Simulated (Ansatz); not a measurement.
**Run on Ni (Fm-3m) — parallel moments on spinors**

The calculation used Ansatz 0.2.0, DFT, LDA, all-electron LAPW, scalar-relativistic.

Command: `ansatz run input.yaml --threads 2 --pin off --max-ram 6144MiB --backend cpu --events-out ev --progress --plain --runs-dir out`

```yaml
crystal:
  lattice:
    - [3.52387, 0.0, 0.0]
    - [0.0, 3.52387, 0.0]
    - [0.0, 0.0, 3.52387]
  atoms:
    - { symbol: Ni, position: [0.0, 0.0, 0.0], spin: 0.6, spin_axis: [0.0, 0.0, 1.0] }
    - { symbol: Ni, position: [0.5, 0.5, 0.0], spin: 0.6, spin_axis: [0.0, 0.0, 1.0] }
    - { symbol: Ni, position: [0.5, 0.0, 0.5], spin: 0.6, spin_axis: [0.0, 0.0, 1.0] }
    - { symbol: Ni, position: [0.0, 0.5, 0.5], spin: 0.6, spin_axis: [0.0, 0.0, 1.0] }
magnetization:
  noncollinear: true
kpoints:
  mp_grid: { grid: [9, 9, 9] }
scf:
  occupations: { method: fermi_dirac, width: 0.1 }
  lower_state_search: "off"
hamiltonian:
  xc: lda
  pseudopotentials: { kind: all_electron, lapw: { basis_error: 0.0005 } }
output:
  eigenvalues: false
```

Output:

```
settings of this run that can trade accuracy for cost: output.eigenvalues: false. Do not mix this run's numbers with those of runs without the same settings; the input reference describes each key
LAPW: plane waves up to 9.356 Å⁻¹, error target 5.0e-4 eV per atom; small_component_spin mean_spin; Ni in spheres of 1.246 Å, 18 of its electrons in bands, Dirac shells [] (how accurate: hamiltonian.pseudopotentials.lapw.basis_error, Limitations)
Engine: ansatz 0.2.0
Pseudopotentials: kind: all_electron
Pseudopotential: Ni, LAPW, valence charge 18, lapw/all_electron/scalar/gaussian/Ni, Koelling and Harmon's equation, gaussian nucleus
Functional definition: SPW92
  exchange = slater_x
  correlation = pw_c
Crystal: 4 atoms, lattice volume = 43.758 Å³
Basis set: ecut = 333.4745507094685 eV, 619 PW (Γ), exchange–correlation at level 2
Bands: 88, of which v1, the nominal top of the filled ones, is band 72 counted from 1 (71 counted from 0)
Symmetry: 192 space group operations + 192 with time reversal
Moments: of one size on atoms that these operations exchange, one fixing the others by the rotation that the starting moments gave each, and all in one plane where the starting moments lie in one or along one axis (crystal.symmetry.detect: false holds none)
k-points: 35 of 729
Non-local potential: Ni, projectors of the file, none
Initial density: superposition of atomic densities (chi_scale 0.1, normalization cell)
Starting moments: Σ|m| = 2.4 μB on 4 of 4 sites
Initial wavefunctions: plane waves of lowest kinetic energy (no species holds an atomic orbital)
Functional: x = slater, c = lda
iter 1 solved again at ethr=1.79e-5 eV; its pass at ethr=1.00e-1 eV (dr2=1.29e-2 eV) is discarded
SCF iter   1: F=—  HF=-165266.390526 eV  |F-HF|=—  |Δ(HF+E_count)|=         —  Δρ=6.19e-3  dr2=1.28e-2  dr2_m=1.96e-3  ethr=1.79e-5  |M|=2.24e0 ∫|m|=2.34e0 μB  β_m=0.30  ⟨swp⟩=3.2  Hψ=23793  notcnv=0
preconditioner: auto → Kerker (q_TF=auto, 2.964 Å⁻¹)  [metal: Δε(μ)=0.014 eV  Ē_g=8.062 eV  σ=0.100 eV  W_gap=0.04  n_scr=18 (ndim 8)  ℏωp=35.5 eV  f_vac=0.000  D(μ)=7.27/eV (n_scr^D=122)]
spin=Noncollinear: Kerker preconditioning applied to the charge; magnetization (m_x, m_y, m_z) channels mix plain (no charge-response kernel on spin).
SCF iter   2: F=—  HF=-165266.371867 eV  |F-HF|=—  |Δ(HF+E_count)|=   1.87e-2  Δρ=3.85e-3  dr2=4.82e-3  dr2_m=8.75e-4  ethr=1.78e-5  |M|=2.28e0 ∫|m|=2.41e0 μB  β_m=0.30  ⟨swp⟩=2.3  Hψ=8876  notcnv=0
SCF iter   3: F=—  HF=-165266.369053 eV  |F-HF|=—  |Δ(HF+E_count)|=   2.81e-3  Δρ=3.42e-3  dr2=4.15e-3  dr2_m=5.24e-4  ethr=6.69e-6  |M|=2.29e0 ∫|m|=2.44e0 μB  β_m=1.00  ⟨swp⟩=2.0  Hψ=8860  notcnv=0
SCF iter   4: F=—  HF=-165266.372600 eV  |F-HF|=—  |Δ(HF+E_count)|=   3.55e-3  Δρ=1.73e-3  dr2=7.96e-4  dr2_m=3.01e-4  ethr=5.76e-6  |M|=2.34e0 ∫|m|=2.55e0 μB  β_m=1.00  ⟨swp⟩=2.9  Hψ=8898  notcnv=0
SCF iter   5: F=—  HF=-165266.373834 eV  |F-HF|=—  |Δ(HF+E_count)|=   1.23e-3  Δρ=8.53e-4  dr2=1.03e-4  dr2_m=7.29e-5  ethr=1.11e-6  |M|=2.36e0 ∫|m|=2.60e0 μB  β_m=1.00  ⟨swp⟩=2.0  Hψ=8862  notcnv=0
SCF iter   6: F=—  HF=-165266.374639 eV  |F-HF|=—  |Δ(HF+E_count)|=         —  Δρ=3.67e-4  dr2=3.54e-5  dr2_m=1.35e-5  ethr=1.44e-7  |M|=2.37e0 ∫|m|=2.63e0 μB  β_m=1.00  ⟨swp⟩=2.0  Hψ=8862  notcnv=0
the basis was enlarged: its passes take 6.1 MiB over the memory plan, 2 of 2 planned eigensolver slots
iter 7 solved again at ethr=1.49e-9 eV; its pass at ethr=4.92e-8 eV (dr2=1.07e-6 eV) is discarded
SCF iter   7: F=—  HF=-165266.374698 eV  |F-HF|=—  |Δ(HF+E_count)|=   5.85e-5  Δρ=1.68e-4  dr2=1.07e-6  dr2_m=2.84e-6  ethr=1.49e-9  |M|=2.38e0 ∫|m|=2.63e0 μB  β_m=0.30  ⟨swp⟩=2.0  Hψ=15204  notcnv=0
Mixer restart at iter 7: flushing history
spin-set hold released at iteration 7 (site moments contracting): the magnetisation degrees of freedom join the quasi-Newton model from the next iteration; the mixer history was flushed
SCF iter   8: F=—  HF=-165266.374693 eV  |F-HF|=—  |Δ(HF+E_count)|=   4.53e-6  Δρ=1.45e-4  dr2=3.82e-7  dr2_m=2.10e-6  ethr=1.49e-9  |M|=2.38e0 ∫|m|=2.64e0 μB  β_m=0.62  ⟨swp⟩=2.1  Hψ=8868  notcnv=0
SCF iter   9: F=—  HF=-165266.374755 eV  |F-HF|=—  |Δ(HF+E_count)|=   6.11e-5  Δρ=1.41e-4  dr2=4.05e-6  dr2_m=1.34e-8  ethr=5.31e-10  |M|=2.38e0 ∫|m|=2.64e0 μB  β_m=0.46  ⟨swp⟩=3.0  Hψ=10374  notcnv=0
SCF iter  10: F=—  HF=-165266.374696 eV  |F-HF|=—  |Δ(HF+E_count)|=   5.83e-5  Δρ=2.04e-5  dr2=1.30e-8  dr2_m=4.17e-8  ethr=5.31e-10  |M|=2.38e0 ∫|m|=2.64e0 μB  β_m=0.66  ⟨swp⟩=3.0  Hψ=10375  notcnv=0
SCF iter  11: F=-165266.374695 eV  HF=-165266.374695 eV  |F-HF|=6.11e-9  |Δ(HF+E_count)|=   8.73e-7  Δρ=1.97e-6  dr2=1.94e-10  dr2_m=3.89e-10  ethr=1.80e-11  |M|=2.38e0 ∫|m|=2.64e0 μB  ⟨swp⟩=3.0  Hψ=10138  notcnv=0
SCF 1 converged in 11 iterations: F = -165266.374695 eV  dr2 = 1.94e-10
SCF converged after 11 iterations
Magnetization: |M| = 2.3845 μB,  M = (-0.0000, +0.0000, +2.3845) μB
Absolute magnetization: 2.6423 μB (∫|m|)
  site 0: m = (-0.0000, +0.0000, +0.6144) μB, |m| = 0.6144 μB  (R = 1.25 Å)
  site 1: m = (-0.0000, +0.0000, +0.6144) μB, |m| = 0.6144 μB  (R = 1.25 Å)
  site 2: m = (-0.0000, +0.0000, +0.6144) μB, |m| = 0.6144 μB  (R = 1.25 Å)
  site 3: m = (-0.0000, +0.0000, +0.6144) μB, |m| = 0.6144 μB  (R = 1.25 Å)
Free energy (F): -165266.374695 eV
Harris-Foulkes:  -165266.374695 eV  (|F-HF|=6.11e-9)
Internal energy: -165266.153134 eV  (E = F + TS)
E sigma→0 (E₀):  -165266.263914 eV
Entropy (-TS):   -0.221562 eV (-55.390 meV/atom)
Fermi energy:    17.701274 eV
--- Per-component energies (eV) ---
  E_band       = -1151.217754
  E_kinetic    = 167827.794723
  E_xc         = -6651.699875
  E_electrostatic = -326442.247982  (all electrons and nuclei)
  E_smearing   = -0.221562  (= −TS)
  E_closure    = 0.000000  (closes the sum)
  E_atoms      = -165233.402381  (free atoms, spherical and without spin; not in F)
  Σ components = -165266.374695   (vs F -165266.374695, Δ=0.00e0)
  Basis errors (estimates in eV, not in F): energy 1.1e-4 per atom: plane waves 8.7e-5 (6.3e-5 summed), levels above the bands 1.4e-31, relativity 2.9e-9, radial functions 2.3e-5, core shells 1.8e-10; eigenvalues (radial functions only) 3.6e-7; not estimated: angular momenta, meshes, grids; target (lapw.basis_error) 5.0e-4; muffin-tin radii Ni 1.246 Å
settings of this run that can trade accuracy for cost: output.eigenvalues: false. Do not mix this run's numbers with those of runs without the same settings; the input reference describes each key
```

Site moments (μB): Ni1 (0.00, 0.00, 0.61); Ni2 (0.00, 0.00, 0.61); Ni3 (0.00, 0.00, 0.61); Ni4 (0.00, 0.00, 0.61). Cell moment 2.38 μB.

The Ansatz runs typed with the search for lower states off end where their start leads. None of this fixes the real material's magnetic order: only patterns that fit the cell were computed, at zero temperature, with a functional that can overstate moments.

It took 4.2 min on 2 threads of Arm Neoverse V1, with other jobs on the host, peak memory 1.3 GiB.
